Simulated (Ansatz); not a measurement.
ZrC (rock salt)

```xyz
2
Lattice="0.0000 2.3544 2.3544 2.3544 0.0000 2.3544 2.3544 2.3544 0.0000" Properties=species:S:1:pos:R:3 pbc="T T T"
C      0.0000     0.0000     0.0000
Zr     2.3544     2.3544     2.3544
```

This relaxed cell (volume V₀) is scaled evenly in all directions, its shape held. Symmetry pins the atoms to their sites.

Level of theory: PBE (plane waves to 420 eV, PAW, scalar-relativistic; Ansatz, an electronic-structure program). k mesh 17×17×17 (Γ-centred), Fermi-Dirac smearing 0.05 eV. The energy includes the smearing's −TS. Compression counts positive. ZrC is run without spin polarisation. ZrC was relaxed with its symmetry unable to fall. The zero of ΔE is the relaxed starting cell. The last digit holds for this mesh only.

| V (Å³/atom) | ΔE (meV/atom) |
|---|---|
| 12.267 | 36.1 |
| 12.398 | 24.7 |
| 12.528 | 15.5 |
| 12.659 | 8.6 |
| 12.789 | 3.8 |
| 12.920 | 0.9 |
| 13.050 | 0.0 |
| 13.181 | 0.9 |
| 13.311 | 3.5 |
| 13.442 | 7.8 |
| 13.572 | 13.6 |
| 13.703 | 20.8 |
| 13.833 | withheld |

Q: Fit a third-order Birch-Murnaghan form (E₀, V₀, B₀, B₀′ free) to the given rows and predict ΔE at V = 13.833.

A: Least squares on the 12 given rows: ΔE = E₀ + (9V₀B₀/16)·y²·[2 + (B₀′ − 4)y], y = (V₀/V)^(2/3) − 1, with V₀ = 13.050 Å³/atom, B₀ = 221.9 GPa (160.2 GPa = 1 eV/Å³; the term in eV is multiplied by 1000), B₀′ = 4.01, E₀ = 0.02 meV/atom; root-mean-square residual 0.05 meV/atom. At 13.833 the fit gives 29.5 meV/atom; the calculation gives 29.5 meV/atom, the same to the digits shown. For the pressure the fit gives -11.5 GPa against the computed -11.5 GPa.

(A scan under strain: stresses follow from slopes of the energy per volume, elastic moduli from its curvatures.)
